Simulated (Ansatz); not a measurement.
LaNbN3:
```cif
data_LaN3Nb
_chemical_formula_sum 'La1 Nb1 N3'
_space_group_name_H-M_alt 'Pm-3m'
_space_group_IT_number 221
_space_group_name_Hall '-P 4 2 3'
_cell_length_a 4.06296
_cell_length_b 4.06296
_cell_length_c 4.06296
_cell_angle_alpha 90.000
_cell_angle_beta 90.000
_cell_angle_gamma 90.000
loop_
_atom_site_label
_atom_site_type_symbol
_atom_site_symmetry_multiplicity
_atom_site_Wyckoff_symbol
_atom_site_fract_x
_atom_site_fract_y
_atom_site_fract_z
_atom_site_occupancy
La1 La 1 a 0.00000 0.00000 0.00000 1
Nb1 Nb 1 b 0.50000 0.50000 0.50000 1
N1 N 3 c 0.00000 0.50000 0.50000 1
```

Relaxed with PBEsol.

Question: Decompose the optical modes at the zone centre into irreducible representations, and say which are infrared and Raman allowed.

Answer: Point group m-3m: Γ_opt = 3T1u + T2u. Infrared: T1u. Raman: none.

Question: Assign frequencies (DFPT, PBEsol (plane waves, PAW; program Ansatz)).

Answer: T1u 239i, T2u 135i, T1u 108, T1u 623 cm⁻¹.

The start of the workflow was typed in or built on a structure type; neither database checked (COD, Materials Project) lists it. Its standing as an ambient phase is unchecked. Symmetry was held in the PBEsol relaxation. At this level the phase is dynamically unstable (imaginary phonons). The workflow began spin-polarised and lost its moments. As this level gives no gap, phonon frequencies hold no LO–TO term and depend on the k-mesh and smearing (Fermi–Dirac, 0.1 eV here). Scalar-relativistic: spin–orbit coupling is off unless named, which matters more the heavier the elements.

Potentials: the earlier of the program's two PAW sets. The files were generated under PBE; for other functionals the program regenerates the frozen cores, and for LDA and PBEsol the local potential too.
